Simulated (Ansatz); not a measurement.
Here is the system:

MgO:
```xyz
16
Lattice="1.4814 0.8553 19.7616 -1.4814 0.8553 19.7616 0.0000 -1.7106 19.7616" Properties=species:S:1:pos:R:3 pbc="T T T"
Mg     0.0000     0.0000    22.2694
Mg     0.0000     0.0000    37.0154
Mg     0.0000     0.0000    46.9715
Mg     0.0000     0.0000    12.3134
Mg     0.0000     0.0000    54.2689
Mg     0.0000     0.0000     5.0159
Mg     0.0000     0.0000    29.6424
Mg     0.0000     0.0000     0.0000
O      0.0000     0.0000     8.6646
O      0.0000     0.0000    50.6203
O      0.0000     0.0000    25.9938
O      0.0000     0.0000    33.2911
O      0.0000     0.0000    18.5488
O      0.0000     0.0000    40.7360
O      0.0000     0.0000    15.9585
O      0.0000     0.0000    43.3263
```

This is the r²SCAN-relaxed structure.

All from plane-wave PAW r²SCAN (Ansatz code), unless another level is named. Estimate the formation energy from the elements (no fitted shifts).

-2.88 eV/atom.

And the electron effective mass?

0.36, 0.36, 0.71 mₑ (principal values).

Predict the band gap.

4.98 eV (smallest direct gap 4.99 eV).

What about the HSE06 gap on the r²SCAN cell?

5.82 eV.

Give the weight of the valence-edge state by species (Voronoi cells).

O 94 %, Mg 6 %.

Space group R-3m. The workflow started from a Materials Project entry (that database holds measured and hypothetical structures alike); the Crystallography Open Database copy checked does not list it. It is not the phase usual at ambient conditions (space group No. 225). The r²SCAN relaxation kept the symmetry of its start; its stability against distortions is not shown here. The references are the lowest solids computed at this level, not always the standard phases (solids in place of the gases).

Potentials: the earlier of the program's two PAW sets.
